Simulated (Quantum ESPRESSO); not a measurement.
Band energies of CdCl2

```xyz
3
Lattice="1.9286 1.1135 6.1057 -1.9286 1.1135 6.1057 0.0000 -2.2270 6.1057" Properties=species:S:1:pos:R:3 pbc="T T T"
Cl     0.0000     0.0000    13.6533
Cl     0.0000     0.0000     4.6640
Cd     0.0000     0.0000     0.0000
```

PBEsol (pw.x of Quantum ESPRESSO, ONCV potentials, without SOC); path ΓLB1,BZΓX,QFP1Z,LP; energies in eV from the valence-band maximum.

```csv
k (1/Å),point,band 13,band 14,band 15,band 16,band 17,band 18,band 19,band 20
0.00,Γ,-0.59,-0.59,-0.26,-0.10,-0.10,3.44,6.10,9.02
0.21,,-0.94,-0.68,-0.42,-0.20,-0.12,3.86,6.51,8.38
0.42,,-1.56,-0.99,-0.92,-0.24,-0.16,4.60,7.17,8.02
0.74,,-2.34,-1.43,-1.31,-0.40,-0.20,4.93,7.23,9.18
0.96,L,-2.55,-1.42,-1.41,-0.48,-0.21,4.88,7.24,9.22
1.33,,-2.23,-1.91,-1.70,-0.41,-0.33,5.23,8.17,8.86
1.57,B1,-2.25,-2.01,-1.62,-0.36,-0.30,5.19,8.06,8.36
1.57,B,-2.25,-2.01,-1.62,-0.36,-0.30,5.19,8.06,8.36
1.68,,-2.32,-1.90,-1.39,-0.35,-0.30,5.11,7.95,8.25
2.02,,-1.84,-1.36,-0.81,-0.51,-0.24,4.98,7.82,8.18
2.25,,-1.19,-1.01,-0.83,-0.44,-0.11,4.77,7.02,8.50
2.58,Z,-1.13,-0.66,-0.66,-0.03,-0.03,4.37,6.06,9.21
2.84,,-0.67,-0.62,-0.62,-0.07,-0.07,3.90,6.10,9.11
3.10,Γ,-0.59,-0.59,-0.26,-0.10,-0.10,3.44,6.10,9.02
3.41,,-1.19,-0.94,-0.53,-0.23,-0.13,4.20,6.91,7.96
3.61,,-1.69,-1.56,-0.81,-0.47,-0.04,4.87,7.50,7.87
3.92,,-2.08,-2.06,-1.41,-0.66,-0.06,5.22,7.87,8.93
4.12,,-2.15,-1.99,-1.80,-0.49,-0.22,5.25,8.10,8.72
4.22,X,-2.15,-2.11,-1.66,-0.36,-0.31,5.21,8.18,8.32
4.22,Q,-2.15,-2.11,-1.66,-0.36,-0.31,5.21,8.18,8.32
4.53,,-2.66,-1.70,-1.18,-0.23,-0.06,4.70,6.95,8.74
4.73,F,-2.77,-1.52,-1.16,-0.05,0.00,4.47,6.55,8.89
4.73,P1,-2.68,-1.49,-1.18,-0.16,-0.08,4.57,6.78,9.01
4.90,,-2.35,-1.37,-1.03,-0.35,-0.08,4.69,6.98,9.09
5.08,,-1.82,-1.16,-0.86,-0.58,-0.06,4.84,7.18,8.82
5.26,,-1.27,-0.92,-0.84,-0.55,-0.05,4.78,7.00,8.50
5.52,,-1.11,-0.69,-0.68,-0.08,-0.04,4.41,6.14,9.13
5.61,Z,-1.13,-0.66,-0.66,-0.03,-0.03,4.37,6.06,9.21
5.61,L,-2.55,-1.42,-1.41,-0.48,-0.21,4.88,7.24,9.22
5.96,P,-2.68,-1.49,-1.18,-0.16,-0.08,4.57,6.78,9.01
```

The PBEsol gap is indirect, 3.44 eV, from F to Γ; the smallest direct gap is 3.54 eV. Another valence extremum on the path lies within 0.02 eV, too close to call.

Spin-orbit splittings are left out.

Geometry of the Materials Project entry, not relaxed at this level.

The distance between layers or molecules is the database entry's, not relaxed here. Functionals without dispersion can leave it too large, which widens gaps and weakens the response across layers: the numbers belong to this cell.
